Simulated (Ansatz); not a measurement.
Method: Ansatz 0.2.0, DFT PBE, scalar-relativistic, plane waves, PAW. The final run on the 8-atom cell used 420 eV, a Γ-centred 6×6×6 mesh, 0.02 eV smearing and no spin polarisation.

Formation energies are uncorrected and count from the elements' standard states at the same level.

Question: Give a relaxed trial structure of a cubic semiconductor that holds Se and 2 more elements, with a gap near 0.9 eV, a formation energy near −0.65 eV/atom and about 27 Å³ per atom, in a cell of 8 atoms.

Answer: Cd4SeS3, space group P-43m (No. 215). Around Cd lie 3 S at 2.58 Å and 1 Se at 2.65 Å; around Se lie 4 Cd at 2.65 Å; around S lie 4 Cd at 2.58 Å.

```
CELL_PARAMETERS angstrom
5.99197 0.00000 0.00000
0.00000 5.99197 0.00000
0.00000 0.00000 5.99197
ATOMIC_POSITIONS crystal
Cd 0.24427 0.75573 0.24427
Cd 0.24427 0.24427 0.75573
Cd 0.75573 0.75573 0.75573
Cd 0.75573 0.24427 0.24427
Se 0.50000 0.50000 0.50000
S 0.50000 0.00000 0.00000
S 0.00000 0.00000 0.50000
S 0.00000 0.50000 0.00000
```

| Quantity | Value |
| --- | --- |
| Volume per atom | 26.89 Å³ |
| Density | 4.82 g/cm³ |
| Formation energy | −0.647 eV/atom |
| Gap on the 6×6×6 mesh of the 8-atom cell | 0.87 eV |

The cell was found from a structure generator's guess, not taken from experiment. The answer needn't be unique; the calculation gave this one.

Kohn–Sham gaps at this level usually fall short of measured ones. The reference forms of S and Se are held partly by dispersion forces, which this level lacks. A later test with randomly moved atoms came back to the same energy, though modes that don't fit the test's cell weren't probed.
